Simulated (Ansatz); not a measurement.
A frame of HfNb$_{2}$O$_{7}$ from dynamics at 2740 K, with the forces (eV/Å) computed on a k mesh in the last three columns. Computed with DFT PBE, scalar-relativistic, plane waves, PAW (Ansatz 0.2.0).

Cutoff 420 eV; k points 3×3×3 on the computed 20-atom cell (Γ-centred); Fermi–Dirac smearing, width 0.24 eV; no spin polarisation.

```xyz
20
Lattice="6.401 0.193 -0.053 0.193 6.705 -0.091 -0.053 -0.091 6.564" Properties=species:S:1:pos:R:3:forces:R:3 pbc="T T T"
Hf    1.718    4.456    0.217   -1.400    4.610    2.330
Hf    0.176    1.345    2.128   -0.980    2.940   -1.100
O     6.132    4.573    5.992   -2.480    1.250    1.250
O     3.316    0.849    6.032    1.110   -0.380   -0.970
O     6.378    3.290    3.703    0.610   -0.490   -1.220
O     2.706    1.173    3.204    1.170    0.690   -0.650
O     4.552    5.367    3.239    2.560   -0.150   -0.650
O     3.116    5.954    0.894    1.990   -2.080    0.270
O     0.572    5.544    1.892   -2.580   -2.470   -0.590
O     0.615    0.355    3.665   -2.920   -1.430    3.000
O     1.753    2.969    1.704    0.710   -0.370    0.330
O     4.573    3.339    1.239   -0.650    0.100   -0.250
O     4.823    0.844    1.719   -1.450   -0.370   -0.420
O     0.810    1.080    0.355    2.020   -0.850   -1.970
O     2.155    3.014    5.708    1.270   -5.170   -3.410
O     1.697    5.337    4.910    0.130    1.660   -0.090
Nb    4.950    5.111    1.050   -0.140    1.620    2.410
Nb    3.087    1.556    1.243    0.090    0.070   -0.850
Nb    1.861    1.079    4.829    0.790    1.350    3.180
Nb    6.365    5.089    3.912    0.150   -0.540   -0.600
```

Static pressure 0.2 GPa (no kinetic part), a gap on the mesh of 1.80 eV.

Counting as bonded all pairs within 1.2 times the summed covalent radii, but none from a metal cation to another cation:

| atom → neighbour | mean count | mean length (Å) | spread (Å) |
| --- | --- | --- | --- |
| Hf → O | 7.00 | 2.22 | 0.31 |
| Nb → O | 6.50 | 2.15 | 0.25 |
| O → Hf | 1.00 | 2.22 | 0.31 |
| O → Nb | 1.86 | 2.15 | 0.25 |

Angles between all pairs of such bonds at an atom (mean ± spread): 101 ± 30° at Hf, 102 ± 31° at Nb, 114 ± 23° at O.

Spin-orbit coupling is left out, which matters for the bands of heavy elements. An odd mesh misses points on the zone edge, so a gap read on it can be too wide.

Cost: 1 run of about 1.3 core-minutes, on Arm Neoverse V2 (shared hosts).